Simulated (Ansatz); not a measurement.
TiB$_{2}$ (AlB2 type, space group P6/mmm)

```
TiB2
1.0
    3.02469     0.00000     0.00000
   -1.51235     2.61946     0.00000
    0.00000     0.00000     3.22263
Ti B
1 2
Direct
  0.00000   0.00000   0.00000
  0.33333   0.66667   0.50000
  0.66667   0.33333   0.50000
```

Calculation: r2SCAN (plane waves to 500 eV, PAW, scalar-relativistic; Ansatz, a program for electronic structure). Harmonic phonons by density-functional perturbation theory on a 18×18×14 k mesh, in cm⁻¹ and rounded to 5; i marks imaginary ones, q is in fractions of the reciprocal vectors of the cell shown, and the three acoustic modes at Γ are left out. TiB2 is run without spin polarisation. TiB2 was relaxed with its symmetry unable to fall.

**Question.** Does any mode at Γ, M = (0.5, 0.0, 0.0), A = (0.0, 0.0, 0.5), L = (0.5, 0.0, 0.5) come out imaginary?

**Answer.** No imaginary mode at these points (lowest 295 cm⁻¹ at A = (0.0, 0.0, 0.5)); other wave vectors were not tested.

**Question.** List the wavenumbers at Γ, M = (0.5, 0.0, 0.0), A = (0.0, 0.0, 0.5), L = (0.5, 0.0, 0.5), with degeneracies.

**Answer.** 
```
q                                             wavenumbers (cm⁻¹)
-------------------  -------------------------------------------
Γ                                   520 (×2), 520, 555, 895 (×2)
M = (0.5, 0.0, 0.0)  305, 320, 365, 530, 530, 560, 810, 835, 860
A = (0.0, 0.0, 0.5)  295 (×2), 330, 425 (×2), 520, 640, 910 (×2)
L = (0.5, 0.0, 0.5)  320, 325, 350, 535, 565, 605, 790, 815, 880
```
